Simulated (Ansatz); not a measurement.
All numbers below come from DFT PBE, scalar-relativistic, plane waves, PAW in Ansatz. Settings: cutoff 420 eV, Γ-centred meshes spaced at most about 0.3 Å⁻¹, and about 0.25 Å⁻¹ or finer for metals (2π included), Gaussian smearing. Collinear spin in cells that started with moments and kept them past the coarse steps, no spin elsewhere.

These are static total energies at zero pressure. All come from trial cells, and lower structures may exist.

Task: These unrelaxed guesses for Ta2SiO3 are each relaxed within their symmetry. Order them by the energy at which they end, lowest first.
A.

```
Ta Si O
1.0
     5.18795    0.00000    0.00000
    -2.59397    4.49289    0.00000
     0.00000    0.00000    3.75669
Ta Si O
2 1 3
Direct
  0.33333 0.66667 0.50000
  0.66667 0.33333 0.50000
  0.00000 0.00000 0.00000
  0.58685 0.00000 0.00000
  0.00000 0.58685 0.00000
  0.41315 0.41315 0.00000
```

B.

```
Ta Si O
1.0
     5.26361    0.00000    0.00000
    -2.63181    4.55842    0.00000
     0.00000    0.00000    3.61629
Ta Si O
2 1 3
Cartesian
  0.0000 3.0389 1.8081
  2.6318 1.5195 1.8081
  0.0000 0.0000 0.0000
  2.6318 0.0000 1.8081
  -1.3159 2.2792 1.8081
  1.3159 2.2792 1.8081
```

C.

```
Ta Si O
1.0
     2.40980    1.39130    3.77438
    -2.40980    1.39130    3.77438
     0.00000   -2.78260    3.77438
Ta Si O
2 1 3
Cartesian
  0.0000 0.0000 7.0945
  0.0000 0.0000 4.2287
  0.0000 0.0000 0.0000
  -1.2049 0.6956 1.8872
  1.2049 0.6956 1.8872
  0.0000 -1.3913 1.8872
```

D.

```
Ta Si O
1.0
     2.88198    0.00000    0.00000
     0.00000    2.88198    0.00000
     0.00000    0.00000    8.72557
Ta Si O
2 1 3
Direct
  0.50000 0.50000 0.32482
  0.50000 0.50000 0.67518
  0.50000 0.50000 0.00000
  0.00000 0.00000 0.83907
  0.00000 0.00000 0.16093
  0.00000 0.00000 0.50000
```

Result: B (ends in P6/mmm, 0 meV/atom), A (ends in P-62m, 43 meV/atom), D (ends in P4/mmm, 54 meV/atom), C (ends in R-3m, 113 meV/atom).

The k mesh leaves some 4 meV/atom of noise in the energy of each metallic cell. No dispersion correction is applied, so the spacing and binding between layers, chains or molecules are poorly described (P4/mmm), and this can change margins and order among such cells. These runs have no spin–orbit coupling, which can matter for Ta. Cells relaxed within their symmetry can be saddle points. Some candidate types were left out of the draw beforehand, so a known form may be missing.
